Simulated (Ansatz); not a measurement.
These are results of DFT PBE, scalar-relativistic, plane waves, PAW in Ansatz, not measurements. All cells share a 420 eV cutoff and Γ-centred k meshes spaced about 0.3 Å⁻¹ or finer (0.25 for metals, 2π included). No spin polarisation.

These are static total energies at zero pressure.

Two relaxed structures of Cd₇S:

A. Space group P-6m2 (No. 187), hexagonal, a = 5.938 Å, c = 5.993 Å. Around Cd on a site of symmetry mm2 lie 4 Cd at 2.97 Å, 2 S at 2.97 Å and 6 Cd at 3.45–3.46 Å; around Cd on a second site of symmetry mm2 lie 6 Cd at 2.94–3.00 Å, 2 S at 3.44 Å and 4 Cd at 3.46 Å; Cd on a site of symmetry -6m2 is surrounded by 6 Cd at 2.97 Å and 6 Cd at 3.45 Å; S is surrounded by 6 Cd at 2.97 Å and 6 Cd at 3.44 Å.

B. Space group I-43m (No. 217), cubic, a = 7.232 Å. Cd on a site of symmetry -42m has 4 Cd at 3.03 Å, 4 Cd at 3.27 Å, 2 S at 3.62 Å and 4 Cd at 3.62 Å; around Cd on a site of symmetry 3m lie 1 S at 2.77 Å, 3 Cd at 3.03 Å, 3 Cd at 3.27 Å and 1 S at 3.49 Å; around S lie 4 Cd at 2.77 Å and 10 Cd at 3.49–3.62 Å.

Problem. Which is lower in energy, and by how much?

Solution. A is lower, by 62 meV/atom. A has space group P-6m2 (No. 187), 22.9 Å³/atom and no gap on its mesh; B has Cd and S ordered on bcc sites, space group I-43m (No. 217), 23.6 Å³/atom and no gap. Counting Cd atoms around S (those within 1.25 times the shortest such distance or 1.15 times the sum of covalent radii, 1.27 where that leaves under three; a plus sign parts nearer from farther groups; the shortest distance is added where it exceeds 1.18 times the sum of covalent radii), A has S 6+6 from 3.0 Å and B has S 4. The denser one is the lower, and pressure would at first widen the difference. Both come from trial cells of a structure search, whose lowest cell (P-3m1, 24.0 Å³/atom) lies 71 meV/atom below the lower of the two.

Cells relaxed within their symmetry can be saddle points. Some candidate types were left out of the draw beforehand, so a known form may be missing.
